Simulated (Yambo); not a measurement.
BSE-type run in Yambo on NaRhS2O8 (space group C2/m, No. 12), at zero momentum.

Quantum ESPRESSO step (LDA, PseudoDojo standard norm-conserving files, scalar-relativistic):
```
&CONTROL
  calculation = 'nscf'
  pseudo_dir = './pseudo'
  outdir = './out'
/
&SYSTEM
  ibrav = 0
  nat = 12
  ntyp = 4
  ecutwfc = 88.0
  ecutrho = 352.0
  occupations = 'fixed'
  force_symmorphic = .true.
  nbnd = 102
/
&ELECTRONS
  conv_thr = 1.2000000000000002e-08
  diago_full_acc = .true.
  diago_thr_init = 1e-08
/
ATOMIC_SPECIES
O 15.9990 O.upf
Na 22.9898 Na.upf
S 32.0600 S.upf
Rh 102.9055 Rh.upf
CELL_PARAMETERS angstrom
  3.986320000000  -2.617005000000   0.000000000000
  3.986320000000   2.617005000000   0.000000000000
 -0.357111000000   0.000000000000   7.209090000000
ATOMIC_POSITIONS crystal
O   0.283490000000   0.283490000000   0.389270000000
O   0.716510000000   0.716510000000   0.610730000000
O   0.244870000000   0.713570000000   0.210980000000
O   0.755130000000   0.286430000000   0.789020000000
O   0.286430000000   0.755130000000   0.789020000000
O   0.713570000000   0.244870000000   0.210980000000
O   0.256260000000   0.256260000000   0.042190000000
O   0.743740000000   0.743740000000   0.957810000000
Na   0.000000000000   0.000000000000   0.500000000000
S   0.366270000000   0.366270000000   0.215350000000
S   0.633730000000   0.633730000000   0.784650000000
Rh   0.000000000000   0.000000000000   0.000000000000
K_POINTS automatic
4 4 2 0 0 0
```

Yambo input:
```
rim_cut
optics
bse
bss
dipoles
em1s
RandQpts= 1000000
RandGvec= 1 Ry
FFTGvecs= 40 Ry
Chimod= "HARTREE"
BSKmod= "SEX"
BSEmod= "resonant"
BSSmod= "hs"
BSENGexx= 15 Ry
BSENGBlk= 3 Ry
% KfnQP_E
 2.259 | 1.0 | 1.0 |
%
% BSEQptR
 1 | 1 |
%
% BSEBands
 23 | 53 |
%
% BEnRange
 0.0 | 11.6 | eV
%
% BDmRange
 0.15 | 0.15 | eV
%
BEnSteps= 232
% BLongDir
 0.0 | 0.0 | 1.0 |
%
BSHayTrs= -0.02
BSSNEig= 24
WRbsWF
% BndsRnXs
 6 | 98 |
%
NGsBlkXs= 3 Ry
% LongDrXs
 1.0 | 1.0 | 1.0 |
%
```

From the report:

The dimension is k points × valence × conduction bands = 32 × 21 × 10 = 6720.
```
  [SLEPC] Approach                          : Krylov-Schur
  [SLEPC] Number of requested eigenvalues   :  24
  [SLEPC] Number of eigenvalues        [NEV]:  24
   [K] Dimension                                    :   6720
   [K] Bands                                        :   23   53
   [K] Exchange res                                 : yes
   [K] Correlation res                              : yes
   [K] W interaction is bare                        : no
   [K] RL vectors exchange                          :  1001
   [K] RL vectors correlation                       :   97
   [W] Matrix size                                  :   97
   [W] Bands                                        :    6   98
   [W] Coulomb Cutoff                               : none
   [W] Hxc Kernel                                   : HARTREE
```
Lowest eigenvalues (eV; in brackets the number of states within 2 meV): 1.36 (1), 1.59 (1), 1.61 (1), 2.23 (1), 2.44 (1), 2.54 (1). They depend on the mesh, which isn't converged, and on the G0W0 scissor.

Spin-orbit coupling is not included.

Geometry of the Materials Project entry, not relaxed at this level.

The structure is a Materials Project entry; no match was found in the copy of COD used, and its stability was not checked.
